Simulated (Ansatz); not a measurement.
TaC (zinc blende, F-43m) under volume change, the program Ansatz at the PBEsol level (PAW), scaled uniformly.

| V (Å³/atom) | E − E(relaxed) (meV/atom) | P (GPa) |
|---|---|---|
| 12.506 | 96.4 | 26.99 |
| 12.918 | 40.6 | 16.61 |
| 13.331 | 9.6 | 7.68 |
| 13.743 | 0.0 | 0.00 |
| 14.155 | 8.7 | -6.62 |
| 14.568 | 33.3 | -12.31 |
| 14.980 | 71.4 | -17.21 |

Q: What does a third-order Birch–Murnaghan fit give for V₀, B₀ and B′?

A: V₀ = 13.74 Å³/atom, B₀ = 237 GPa, B′ = 4.0.

The start of the workflow was typed in or built on a structure type; neither database checked (COD, Materials Project) lists it. It is not the phase usual at ambient conditions (space group No. 225). The cell was relaxed with PBEsol under the symmetry of its start; whether a distortion lowers the energy is not shown. No spin polarisation was allowed. Spin–orbit coupling is left out wherever it is not named.

Potentials: the earlier of the program's two PAW sets. The files were generated under PBE; for other functionals the program regenerates the frozen cores, and for LDA and PBEsol the local potential too.
